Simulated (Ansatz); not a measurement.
# What a trial cell of Tl5Ir relaxes into

The calculation used DFT PBE, scalar-relativistic, plane waves, PAW (Ansatz). Cutoff 420 eV, Gaussian smearing, Γ-centred meshes. Cell and atoms relax first on a coarse mesh and then on a finer one. In between, the cell is made exact in the group found at 0.06 Å. In metals the finer mesh still leaves noise of several meV/atom or more. The steps can't lower the symmetry of their start. No spin polarisation in the relaxation; trial moments died out in a coarse test.

Recipe of this trial structure of Tl5Ir: close-packed layers stacked ABCBCB (P-6m2, No. 187) (elements of the layers in order: Ir Tl Tl Tl Tl Tl). Its size is a rough estimate.

```cif
data_structure
_symmetry_space_group_name_H-M 'P-6m2'
_symmetry_Int_Tables_number 187
_cell_length_a 3.2063
_cell_length_b 3.2063
_cell_length_c 17.8794
_cell_angle_alpha 90.000
_cell_angle_beta 90.000
_cell_angle_gamma 120.000
_cell_volume 159.18
loop_
_atom_site_label
_atom_site_type_symbol
_atom_site_symmetry_multiplicity
_atom_site_Wyckoff_symbol
_atom_site_fract_x
_atom_site_fract_y
_atom_site_fract_z
_atom_site_occupancy
Tl1 Tl 2 h 0.33333 0.66667 0.14328 1
Tl2 Tl 2 i 0.66667 0.33333 0.32164 1
Tl3 Tl 1 d 0.33333 0.66667 0.50000 1
Ir1 Ir 1 a 0.00000 0.00000 0.00000 1
```

Energies over the elements count from the elements' standard structures at the same level, with no fitted energy shifts.

Task: Which structure results?

Result: The symmetry stays P-6m2 (No. 187). The volume per atom grows by 2.2 %, from 26.5 to 27.1 Å³. The shortest distance goes from 3.16 Å (Tl–Ir) to 2.83 Å (Tl–Ir). The ratio c/a of the conventional cell changes by a factor of 0.82. Conventional cell: a = 3.456 Å, c = 15.735 Å. Tl on a site of symmetry 3m has 3 Ir at 2.83 Å and 9 Tl at 3.46–3.48 Å; Tl on a second site of symmetry 3m is surrounded by 12 Tl at 3.46–3.61 Å; around Tl on a site of symmetry -6m2 lie 12 Tl at 3.46–3.61 Å; around Ir lie 6 Tl at 2.83 Å and 6 Ir at 3.46 Å.

```yaml
crystal:
  lattice:
    - [3.45576, 0.00000, 0.00000]
    - [-1.72788, 2.99278, 0.00000]
    - [0.00000, 0.00000, 15.73550]
  atoms:
    - { symbol: Tl, position: [0.33333, 0.66667, 0.12796] }
    - { symbol: Tl, position: [0.66667, 0.33333, 0.30917] }
    - { symbol: Tl, position: [0.33333, 0.66667, 0.50000] }
    - { symbol: Tl, position: [0.66667, 0.33333, 0.69083] }
    - { symbol: Tl, position: [0.33333, 0.66667, 0.87204] }
    - { symbol: Ir, position: [0.00000, 0.00000, 0.00000] }
```

Task: How does it come out in energy, and is it a metal?

Result:

* Energy over the elements: +0.29 eV/atom
* Gap on the 12×12×4 mesh of the 6-atom cell: 0 eV (a metal)

The separate elements lie lower, so it is unstable against them.

The last run used Gaussian smearing of 0.10 eV. Spin–orbit coupling, which can matter for Ir and Tl, is left out. A structure relaxed within its symmetry needn't be a true minimum. In all, the 3 runs took 9.2 min on 1 thread of Arm Neoverse N1 (shared host).
